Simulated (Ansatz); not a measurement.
CdI₂ (CdI2 type, P-3m1), plane-wave PAW PBE (Ansatz code). The conduction-band minimum lies at L, with 3 equivalent valleys. Second derivatives d²E/dk² of the lowest band at one valley (eV·Å²), along Cartesian directions:

| direction | d²E/dk² |
|---|---|
| [100] | 22.23 |
| [010] | 10.78 |
| [001] | 1.862 |
| [110] | 16.51 |
| [101] | 12.05 |
| [011] | 3.721 |

Problem. Find the principal effective masses, the density-of-states mass and the conductivity mass.

Solution. Off-diagonal terms follow from H_xy = H[110] − (H_xx + H_yy)/2, and m*/mₑ = 7.620 eV·Å² over each eigenvalue: 0.34, 0.66, 6.6. One valley's DOS mass (m₁m₂m₃)^(1/3) = 1.1, conductivity mass 3/(Σ 1/mᵢ) = 0.66 mₑ.

Problem. What effective density of states Nc follows at 300 K for parabolic valleys?

Solution. Nc = 2.509e19 × 3 × (1.1)^(3/2) ≈ 8.7e19 cm⁻³.

Symmetry was held in the PBE relaxation. The volume lies over 15 % above that of the usual cell of this phase: another minimum, or an error of the functional. A crystal of weakly bound layers computed without a dispersion correction: the cell and the soft elastic constants depend strongly on that. Scalar-relativistic: spin–orbit coupling is off unless named, which matters more the heavier the elements.

Potentials: the later of the program's two PAW sets.

Edges and masses are those of Kohn–Sham bands, whose gap is no quasiparticle gap.
